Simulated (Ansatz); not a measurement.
# CrO2 (P4_2/mnm), phonons: input and output

Level of theory: PBEsol, PAW on Ansatz 0.2.0's default frozen-core files (fitted under PBE), scalar-relativistic, spin-polarised.

The cell is the relaxed one with its volume scaled by 1.02; the atoms were then relaxed by PAW.

Command:

```sh
ansatz run input.yaml --threads 2 --pin off --max-ram 10240MiB --backend cpu --events-out ev --progress --plain --runs-dir out
```

Input:

```yaml
crystal:
  lattice:
    - [4.42317141161, 0.0, 0.0]
    - [0.0, 4.42317141161, 0.0]
    - [0.0, 0.0, 2.90473176255]
  atoms:
    - { symbol: Cr, position: [0.0, 0.0, 0.0], spin: 1.7 }
    - { symbol: Cr, position: [0.5, 0.5, 0.5], spin: 1.7 }
    - { symbol: O, position: [0.303792407153, 0.303792407153, 0.0] }
    - { symbol: O, position: [0.196207592847, 0.803792407153, 0.5] }
    - { symbol: O, position: [0.696207592847, 0.696207592847, 0.0] }
    - { symbol: O, position: [0.803792407153, 0.196207592847, 0.5] }
magnetization:
  spin_polarized: true
kpoints:
  mp_grid: { grid: [8, 8, 10] }
scf:
  occupations: { method: fermi_dirac, width: 0.1 }
hamiltonian:
  xc: pbesol
  pseudopotentials: { kind: paw }
phonons:
  supercell: [1, 1, 1]
```

Output (shortened where marked):

```
Warning: RAYON_NUM_THREADS=2 ignored (pool sized by the plan → 2); use --threads N
Engine: ansatz 0.2.0, x86_64-unknown-linux-gnu
Pseudopotentials: kind: paw
Pseudopotential: Cr, paw, valence charge 14, recommended cutoff 420 eV (normal), Cr.paw.azcp
Pseudopotential: O, paw, valence charge 6, recommended cutoff 420 eV (normal), O.paw.azcp
Functional definition: PBEsol
  exchange = pbesol_x
  correlation = pbesol_c
Crystal: 6 atoms, lattice volume = 56.829 Å³
Basis set: ecut = 420 eV, 1121 PW (Γ), exchange–correlation on 60×60×40 points (8 copies of the dense FFT grid, shifted against one another)
Bands: 34, of which v1, the nominal top of the filled ones, is band 26 counted from 1 (25 counted from 0)
Symmetry: 16 space group operations
Space group: P42/mnm (ITA 136), of the structure as read, at distance tolerance 3.8e-5 Å
Magnetic group: BNS 136.495 (UNI 1155), of the structure as read, at distance tolerance 3.8e-5 Å
k-points: 90 of 640
Non-local potential: Cr, projectors of the file, l = 0: 3, l = 1: 2, l = 2: 3, l = 3: 1
Non-local potential: O, projectors of the file, l = 0: 2, l = 1: 2, l = 2: 1
PAW form: soft (Blöchl's): semilocal exchange-correlation on the pseudo side does not see the compensation charge
PAW frozen core: Cr, regenerated for the run's functional, and the local potential with it (the file was generated under x = pbe(κ = 0.804, μ = 0.2195149727645171), c = pbe(β = 0.06672455060314922))
PAW frozen core: O, regenerated for the run's functional, and the local potential with it (the file was generated under x = pbe(κ = 0.804, μ = 0.2195149727645171), c = pbe(β = 0.06672455060314922))
PAW one-centre angular grid: Cr, 590 points (default); XC on 64 Gauss nodes
PAW one-centre angular grid: O, 110 points (default); XC on 64 Gauss nodes
Initial density: superposition of atomic densities (chi_scale 0.1, normalization cell, long waves kept (reshape's long-wave potential 0.00 eV rms))
Starting moments: Σ|m| = 3.4 μB on 2 of 6 sites
[... 96 lines left out ...]
SCF iter   7: F=-8943.360702 eV  HF=-8943.360702 eV  |F-HF|=0.00e0  |Δ(HF+E_count)|=    0.00e0  Δρ=4.24e-8 (↑4.24e-8 ↓3.19e-8)  dr2=2.60e-12  dr2_m=1.97e-13  M=3.999 μB ∫|m|=4.555 μB  ethr=1.00e-12  ⟨swp⟩=4.2  Hψ=40572  notcnv=0
SCF 7 converged in 7 iterations: F = -8943.360702 eV  dr2 = 2.60e-12
SCF converged after 5 iterations
Magnetization: 3.9993 μB (27.9996 up, 24.0004 down)
Absolute magnetization: 4.5552 μB (∫|ρ↑−ρ↓|, with the PAW one-centre terms)
Spin contamination: 0.1023 ħ² per cell (⟨S²⟩ above its minimum at these occupations)
Per-site moments (μB) at R_I (Å): [(1.7202579546667376, 0.7838800935454397), (1.7202579546667385, 0.7838800935454397), (-0.058113502527025025, 0.7838800935454397), (-0.05811350252702481, 0.7838800935454397), ...
Free energy (F): -8943.360748 eV
Harris-Foulkes:  -8943.360748 eV  (|F-HF|=3.64e-12)
Internal energy: -8943.303447 eV  (E = F + TS)
E sigma→0 (E₀):  -8943.332097 eV
Entropy (-TS):   -0.057301 eV (-9.550 meV/atom)
Fermi energy:    10.788782 eV
--- Per-component energies (eV) ---
  E_band       = -505.591912
  E_kinetic    = 1374.185505
  E_local      = -4411.724787  (includes V_loc(G=0)·N_el)
  E_nonlocal   = 349.776818
  E_hartree    = 1758.147181
  E_xc         = -565.482338
  E_vxc        = -725.021858  (∫ρ·V_xc dr)
  E_paw        = -2937.983400  (= ΣΔE_a)
  E_vpaw       = -609.112774  (= ΣTr[D̂ρ^β])
  E_aug_tail   = 0.010849  (compensation charges beyond the density's cutoff)
  E_ewald      = -4510.694425
  E_core_change = 0.461151  (= ΣΔE_core)
  E_smearing   = -0.057301  (= −TS)
  E_closure    = 0.000000  (closes the sum)
  Σ components = -8943.360748   (vs F -8943.360748, Δ=0.00e0)
--- Forces (eV/Å), atoms counted from 1 ---
  atom   1  Cr     0.00000000    -0.00000000     0.00000000
  atom   2  Cr     0.00000000     0.00000000     0.00000000
  atom   3  O     -0.00012828    -0.00012828     0.00000000
  atom   4  O      0.00012828    -0.00012828     0.00000000
  atom   5  O      0.00012828     0.00012828     0.00000000
  atom   6  O     -0.00012828     0.00012828     0.00000000
  max |Σ_I F_I| component: 1.73e-18 eV/Å
--- Phonons: 5 displaced members + reference (amplitude 0.0025 Å, Σ member SCF iterations 53) ---
  symmetry images taken by strict's conditions (phonons.symmetry_images: auto; settled by no image being taken that strict refuses)
  ASR residual: 7.475e-4 → 0.000e0 eV/Å²; symmetrization residual: 1.681e-4 eV/Å²
  largest component of a force at the reference: 1.3e-4 eV/Å
  ASR residual per site (eV/Å²): 7.47e-4 7.47e-4 1.96e-4 1.96e-4 1.96e-4 1.96e-4
  Γ frequencies (cm⁻¹): 0.00 0.00 0.00 169.84 194.77 321.77 321.77 382.81 382.81 426.45 449.07 459.38 459.38 534.45 540.25 540.25 566.45 676.69
  density of states and harmonic sums: on the 14×14×21 q-mesh, interpolated from the force constants of a 1×1×1 supercell (no non-analytic term)
  largest difference from the sums on the solved wave vectors: F 3.04e-1 eV, S 5.63e-4 and C_V 2.58e-4 eV/K
```

Self-consistency was reached.

### Zone-centre phonons

Harmonic phonons of a crystal by Kohn-Sham DFT at the given cell, standard atomic masses, acoustic sum rule imposed; negative wavenumbers are unstable modes; optical zone-centre levels upwards with Mulliken labels, activity, and the element with most of the kinetic energy.

| Quantity | Value |
| --- | --- |
| Point group | 4/mmm |

| number | phonon wavenumber (cm⁻¹) | label | infrared | raman | lead element |
| --- | --- | --- | --- | --- | --- |
| 1 | 169.8 | B1g | no | yes | O |
| 2 | 194.8 | B1u | no | no | Cr |
| 3 | 321.8 | Eu | yes | no | Cr |
| 4 | 382.8 | Eu | yes | no | Cr |
| 5 | 426.4 | A2u | yes | no | O |
| 6 | 449.1 | A2g | no | no | O |
| 7 | 459.4 | Eg | no | yes | O |
| 8 | 534.4 | B1u | no | no | O |
| 9 | 540.2 | Eu | yes | no | O |
| 10 | 566.4 | A1g | no | yes | O |
| 11 | 676.7 | B2g | no | yes | O |

Keep in mind: frozen-core PAW files fitted under PBE, their cores solved anew for the functional of the run; a lower magnetic state may exist; responses of metals move with mesh and smearing; cell scaled away from its relaxed volume; zone-boundary modes aren't tested; activity by symmetry alone, a metal screens infrared modes.

Cost: 3.2 min on 2 threads of Intel(R) Xeon(R) Platinum 8259CL CPU @ 2.50GHz (Skylake/Cascade Lake), with other jobs on the host, peak memory 1 GiB.
